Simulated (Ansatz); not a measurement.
Starting cell, KBr (rock salt):

```xyz
2
Lattice="0.0000 3.2748 3.2748 3.2748 0.0000 3.2748 3.2748 3.2748 0.0000" Properties=species:S:1:pos:R:3 pbc="T T T"
Br     0.0000     0.0000     0.0000
K      3.2748     3.2748     3.2748
```

In this cell atom 1 (Br, nearest neighbour K at 3.275 Å; its periodic images, 4.6 Å or more away, move with it) is moved by s along Cartesian [111], unit vector (0.577, 0.577, 0.577); all other atoms and the cell stay fixed.

Level of theory: PBEsol (plane waves to 420 eV, PAW, scalar-relativistic; Ansatz, an electronic-structure program). k mesh 7×7×7 (Γ-centred), Fermi-Dirac smearing 0.05 eV. E stands for the smeared free energy. F∥ is the force on the atom along that direction. KBr was relaxed with its symmetry unable to fall. ΔE is measured from the undisplaced structure.

Q: Give the computed ΔE (eV/cell) and F∥ (eV/Å) at s (Å) = -0.260, -0.130, 0.130, 0.520, 0.650.

A: 
```json
[
 {"s (Å)": "-0.260", "ΔE (eV/cell)": "0.0407", "F∥ (eV/Å)": "0.313"},
 {"s (Å)": "-0.130", "ΔE (eV/cell)": "0.0102", "F∥ (eV/Å)": "0.157"},
 {"s (Å)": "0.130", "ΔE (eV/cell)": "0.0102", "F∥ (eV/Å)": "-0.157"},
 {"s (Å)": "0.520", "ΔE (eV/cell)": "0.1619", "F∥ (eV/Å)": "-0.616"},
 {"s (Å)": "0.650", "ΔE (eV/cell)": "0.2510", "F∥ (eV/Å)": "-0.753"}
]
```

(A displaced cell: forces are minus the slopes of the energy, force constants its curvatures, and phonons follow from these.)
